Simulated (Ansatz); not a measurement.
**Is this Ta3W2 structure stable?**

The cell was found from a structure generator's guess, not taken from experiment.

These are results of DFT PBE, scalar-relativistic, plane waves, PAW (Ansatz 0.2.0), not measurements. Plane waves to 420 eV, a 16×16×16 mesh through Γ for the 5-atom cell and 0.10 eV Gaussian smearing; no spin polarisation.

```xyz
5
Lattice="-1.6278 1.6278 8.1549 1.6278 -1.6278 8.1549 1.6278 1.6278 -8.1549" Properties=species:S:1:pos:R:3 pbc="T T T"
Ta    0.0000    0.0000   13.1078
Ta    0.0000    0.0000    0.0000
Ta    0.0000    0.0000    3.2021
W     0.0000    0.0000    6.5255
W     0.0000    0.0000    9.7844
```

The zero of energy is the elements' standard structures at the same level; no fitted shifts are applied.

**Question.** These tests were run: energy against the elements; phonons at Γ; elastic tensor. What do they show?

**Answer.**

```csv
test,result
energy against the elements,−0.08 eV/atom
phonons at Γ,lowest optical mode 81 cm⁻¹
elastic tensor,least eigenvalue 69 GPa
```

It fails none of these tests. Other phases of the system weren't compared here, so this isn't yet thermodynamic stability. Phonons away from Γ weren't computed.

These runs have no spin–orbit coupling, which can matter for Ta and W. The run for the phonons used a 16×16×16 k mesh and Fermi–Dirac smearing of 0.15 eV. The run for the elastic tensor used a 16×16×16 k mesh and Fermi–Dirac smearing of 0.15 eV.
